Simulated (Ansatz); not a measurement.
Consider the following.

ZrAg:
```
CELL_PARAMETERS angstrom
      1.43756    -5.70220     0.00000
      1.43756     5.70220     0.00000
      0.00000     0.00000     4.69590
ATOMIC_POSITIONS crystal
  Zr 0.66326 0.33674 0.25000
  Ag 0.93009 0.06991 0.25000
  Zr 0.33674 0.66326 0.75000
  Ag 0.06991 0.93009 0.75000
```

This is the PBEsol-relaxed structure.

Problem. All from DFT-PBEsol in the program Ansatz with PAW potentials, unless another level is named. Estimate the highest zone-centre frequency.

Solution. 188 cm⁻¹.

Problem. Next, the bulk modulus (Birch–Murnaghan fit)?

Solution. 1160 kbar.

Space group Cmcm. The start of the workflow was typed in or built on a structure type; neither database checked (COD, Materials Project) lists it. COD files the formula under space group No. 129. Whether it is the stable phase at ambient conditions was not checked. The cell was relaxed with PBEsol under the symmetry of its start; whether a distortion lowers the energy is not shown. No spin polarisation was allowed. As this level gives no gap, phonon frequencies hold no LO–TO term and depend on the k-mesh and smearing (Fermi–Dirac, 0.1 eV here).

Potentials: the later of the program's two PAW sets.
